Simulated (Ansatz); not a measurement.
TaAl₃:
```yaml
crystal:
  lattice:
    - [-1.89796, 1.89796, 4.22030]
    - [1.89796, -1.89796, 4.22030]
    - [1.89796, 1.89796, -4.22030]
  atoms:
    - { symbol: Ta, position: [0.00000, 0.00000, 0.00000] }
    - { symbol: Al, position: [0.50000, 0.50000, 0.00000] }
    - { symbol: Al, position: [0.75000, 0.25000, 0.50000] }
    - { symbol: Al, position: [0.25000, 0.75000, 0.50000] }
```

Relaxed with LDA. Special points in fractions of this cell's reciprocal vectors: Γ (0.000, 0.000, 0.000); X (0.000, 0.000, 0.500); P (0.250, 0.250, 0.250); N (0.000, 0.500, 0.000); M (0.500, 0.500, -0.500); S (0.301, 0.699, -0.301); S0 (-0.301, 0.301, 0.301); R (-0.101, 0.101, 0.500); G (0.500, 0.500, -0.101).

Problem. List the band energies nearest the Fermi level at these points for plane-wave PAW LDA (Ansatz code).

Solution. In eV from the Fermi level; about four levels below and three above (degenerate sets whole), none deeper than 8.9 eV; points with the same levels are listed once.

```
k                          below                above
-  -----------------------------  -------------------
Γ        -2.99 -2.96 -2.28 -2.28       0.16 1.41 1.41
X        -4.20 -3.44 -3.01 -2.20       1.16 2.13 2.54
P        -2.64 -2.64 -1.66 -0.15  1.46 2.13 3.68 3.68
N        -3.26 -2.30 -1.38 -0.33       1.65 1.68 2.65
M  -1.32 -1.32 -1.32 -0.05 -0.05       0.37 2.96 5.39
S        -2.23 -1.87 -1.41 -0.23       1.27 1.98 2.64
R        -4.52 -2.93 -2.33 -2.05       1.49 1.72 2.11
```

Space group I4/mmm. The workflow started from a Materials Project entry (that database holds measured and hypothetical structures alike); the Crystallography Open Database files this formula in space group No. 139, but the cells were not matched. Whether it is the stable phase at ambient conditions was not checked. The LDA relaxation kept the symmetry of its start; of distortions, only those at the zone centre were tested. No spin polarisation was allowed. Spin–orbit coupling is left out wherever it is not named.

Potentials: the later of the program's two PAW sets.
